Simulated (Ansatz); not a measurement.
AlNi (CsCl type, Pm-3m) at seven volumes, r²SCAN (plane waves, PAW; program Ansatz), scaled uniformly. One row is withheld.

| V (Å³/atom) | P (GPa) |
|---|---|
| 10.681 | 20.37 |
| 11.033 | 12.47 |
| 11.385 | 5.74 |
| 11.737 | 0.00 |
| 12.090 | ? |
| 12.442 | -9.07 |
| 12.794 | -12.62 |

### Question
Fit the shown pressures and predict the withheld one.

### Answer
P = (3/2)B₀(x^(7/2) − x^(5/2))[1 + (3/4)(B′ − 4)(x − 1)] with x = (V₀/V)^(2/3). Least squares on the six rows gives V₀ = 11.737 Å³/atom, B₀ = 176 GPa, B′ = 4.31. At V = 12.090, x = 0.9804 and P = -4.89 GPa. The run itself gave -4.89 GPa.

The cell was relaxed with r²SCAN under the symmetry of its start; of distortions, only those at the zone centre were tested. The workflow began spin-polarised and lost its moments.

Potentials: the later of the program's two PAW sets.
